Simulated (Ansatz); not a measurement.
Method: Ansatz 0.2.0, DFT PBE, scalar-relativistic, plane waves, PAW. Settings of the last relaxation (12-atom cell): 420 eV, 6×10×4 k points, Gaussian smearing of 0.10 eV, no spin polarisation.

Formation energies are uncorrected and count from the elements' standard states at the same level.

Question: Propose a candidate for a monoclinic metal that holds Ca and 2 more elements, with a formation energy near −0.80 eV/atom and a density near 2.31 g/cm³, in a cell of 12 atoms.

Answer: CaAl4O, space group Pm (No. 6). Ca on its first site is surrounded by 15 Al at 3.28–3.64 Å; Ca on its second site is surrounded by 4 O at 2.49 Å and 15 Al at 3.35–3.85 Å; around Al on its first site lie 6 Al at 2.61–2.67 Å and 3 Ca at 3.34–3.48 Å; around O on its first site lie 2 Al at 1.80–1.81 Å and 2 Ca at 2.49 Å; 8 more sites not described.

```cif
data_structure
_symmetry_space_group_name_H-M 'P 1'
_symmetry_Int_Tables_number 1
_cell_length_a 5.9317
_cell_length_b 3.9768
_cell_length_c 10.0062
_cell_angle_alpha 90.000
_cell_angle_beta 92.598
_cell_angle_gamma 90.000
_cell_volume 235.80
loop_
_atom_site_label
_atom_site_type_symbol
_atom_site_fract_x
_atom_site_fract_y
_atom_site_fract_z
_atom_site_occupancy
Ca1 Ca 0.51801 0.50000 0.49184 1
Ca2 Ca 0.05067 0.50000 0.98427 1
Al1 Al 0.01330 0.50000 0.33026 1
Al2 Al 0.53062 0.50000 0.81947 1
Al3 Al 0.53474 0.00000 0.00320 1
Al4 Al 0.00544 0.00000 0.49867 1
Al5 Al 0.27868 0.00000 0.25463 1
Al6 Al 0.77190 0.00000 0.72611 1
Al7 Al 0.74609 0.00000 0.25212 1
Al8 Al 0.26773 0.00000 0.73122 1
O1 O 0.25921 0.00000 0.07438 1
O2 O 0.02360 0.00000 0.83383 1
```

The volume per atom is 19.65 Å³. The density is 2.31 g/cm³. The energy over the elements is −0.80 eV/atom. The gap on the 6×10×4 mesh of the 12-atom cell is 0 eV (a metal).

The cell was found from a structure generator's guess, not taken from experiment. The answer needn't be unique; the calculation gave this one.

This cell was reached by moving the atoms of another relaxed cell at random and relaxing again, last within the group found; it had no such test of its own.
